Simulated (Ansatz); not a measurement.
TlBr (CsCl type, Pm-3m), DFT-PBE in the program Ansatz with PAW potentials. The conduction-band minimum lies at X, with 3 equivalent valleys. Second derivatives d²E/dk² of the lowest band at one valley (eV·Å²), along Cartesian directions:

```csv
direction,d²E/dk²
[100],31.65
[010],31.65
[001],42.45
[110],31.66
[101],37.03
[011],37.03
```

Question: Find the principal effective masses, the density-of-states mass and the conductivity mass.

Answer: Off-diagonal terms follow from H_xy = H[110] − (H_xx + H_yy)/2, and m*/mₑ = 7.620 eV·Å² over each eigenvalue: 0.18, 0.24, 0.24. One valley's DOS mass (m₁m₂m₃)^(1/3) = 0.22, conductivity mass 3/(Σ 1/mᵢ) = 0.22 mₑ.

Question: What effective density of states Nc follows at 300 K for parabolic valleys?

Answer: Nc = 2.509e19 × 3 × (0.22)^(3/2) ≈ 7.8e18 cm⁻³.

The cell was relaxed with PBE under the symmetry of its start. Spin–orbit coupling is left out wherever it is not named.

Potentials: the later of the program's two PAW sets.

Edges and masses are those of Kohn–Sham bands, whose gap is no quasiparticle gap.
